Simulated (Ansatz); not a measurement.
**What moves the field gradients of SrH12Br2O6?**

Cell of run 1: a COD entry, ions relaxed with PBE at fixed cell.

```cif
data_SrH12Br2O6
_symmetry_space_group_name_H-M 'P321'
_symmetry_Int_Tables_number 150
_cell_length_a 8.2040
_cell_length_b 8.2040
_cell_length_c 4.1590
_cell_angle_alpha 90.000
_cell_angle_beta 90.000
_cell_angle_gamma 120.000
loop_
_atom_site_label
_atom_site_type_symbol
_atom_site_symmetry_multiplicity
_atom_site_Wyckoff_symbol
_atom_site_fract_x
_atom_site_fract_y
_atom_site_fract_z
Sr Sr 1 a 0.0000 0.0000 0.0000
H2 H 6 g 0.0959 0.4332 0.9056
H8 H 6 g 0.3447 0.2356 0.5136
Br Br 2 d 0.3333 0.6667 0.5847
O16 O 3 f 0.7839 0.0000 0.5000
O19 O 3 e 0.3132 0.0000 0.0000
```

One atom of each set is listed.

All runs are DFT with Ansatz 0.2.0 (plane waves and PAW, scalar-relativistic unless spin–orbit coupling is named, Γ-centred meshes, Fermi–Dirac smearing where given) in this cell.

Run 1: PBE, atoms relaxed; 420 eV, 3×3×5 k-points, smearing 0.02 eV.
Run 2: r2SCAN, at the relaxed atoms; 500 eV, 3×3×5 k-points, smearing 0.02 eV.
Run 3: LDA, at the relaxed atoms; 420 eV, 3×3×5 k-points, smearing 0.02 eV.

| run | H2 V_zz (η) | Br V_zz (η) | O16 V_zz (η) | O19 V_zz (η) |
| --- | --- | --- | --- | --- |
| 1 | 3.64 (0.14) | -6.89 (0.00) | -13.55 (0.78) | -14.95 (0.72) |

The results of the other runs, out of order. V_zz in 10²¹ V/m²; 4 of the 6 sets of like atoms are followed.

```
result  H2 V_zz (η)   Br V_zz (η)   O16 V_zz (η)   O19 V_zz (η)
     A  3.55 (0.15)  -6.18 (0.00)  -13.92 (0.78)  -15.29 (0.73)
     B  3.70 (0.13)  -6.84 (0.00)  -12.65 (0.79)  -13.99 (0.73)
```

**Question.** Which result belongs to which run?

**Answer.** A is run 2, B is run 3.

The lattice is static: at room temperature water may turn and average the couplings of its hydrogen. In runs 2, 3 the atoms aren't at the calculated equilibrium (largest force 0.46, 0.39 eV/Å). The entry's hydrogen positions were far off; the other atoms hardly move on relaxation.
